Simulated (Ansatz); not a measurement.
## Phonon spectrum of Co₂Si₆Ni

Computed with DFT PBE, scalar-relativistic, plane waves, PAW in Ansatz 0.2.0. Settings: 420 eV plane-wave cutoff, Γ-centred 12×12×4 mesh, Fermi-Dirac smearing of 0.15 eV. No spin polarisation. Phonons by linear response, acoustic sum rule imposed.

Relaxed structure:
```yaml
crystal:
  lattice:
    - [3.79767, 0.00000, 0.00000]
    - [-1.89884, 3.28888, 0.00000]
    - [0.00000, 0.00000, 9.33474]
  atoms:
    - { symbol: Co, position: [0.66667, 0.33333, 0.83227] }
    - { symbol: Co, position: [0.33333, 0.66667, 0.16773] }
    - { symbol: Si, position: [0.00000, 0.00000, 0.75521] }
    - { symbol: Si, position: [0.33333, 0.66667, 0.41261] }
    - { symbol: Si, position: [0.66667, 0.33333, 0.08142] }
    - { symbol: Si, position: [0.66667, 0.33333, 0.58739] }
    - { symbol: Si, position: [0.00000, 0.00000, 0.24479] }
    - { symbol: Si, position: [0.33333, 0.66667, 0.91858] }
    - { symbol: Ni, position: [0.00000, 0.00000, 0.50000] }
```

It was reached by relaxing an invented guess, and it needn't be the stable form of this composition. In a metal, frequencies and elastic constants depend on the k mesh and the smearing, soft modes and shear constants most. The q mesh is coarse, so values between its points are rough.

Force constants from linear response on a 2×2×1 q mesh.

(1) Is the structure dynamically stable on the q mesh?

(2) Give the frequencies (cm⁻¹) at the zone-boundary points of high symmetry (interpolated where a point lies off the q mesh).

Results:

(1) Yes, on this mesh: no mode is imaginary.

(2)
```tsv
point	q	frequencies
M	0.500 0.000 0.000	118 138 155 164 174 180 255 259 264 265 278 287 287 290 295 302 326 328 356 358 363 371 376 376 383 388 397
K	0.333 0.333 0.000	148 148 155 216 216 220 239 239 256 259 259 277 277 291 291 324 334 334 351 356 363 363 377 377 383 393 393
A	0.000 0.000 0.500	55 55 62 62 115 115 123 136 286 293 298 298 311 311 319 319 332 340 340 343 351 351 355 355 356 356 383
L	0.500 0.000 0.500	106 122 156 172 188 198 247 253 263 267 270 275 287 294 302 308 317 344 350 352 361 375 375 378 382 393 395
H	0.333 0.333 0.500	166 167 167 190 190 206 248 248 257 258 266 277 277 293 293 330 333 340 340 350 350 368 381 386 386 390 390
```
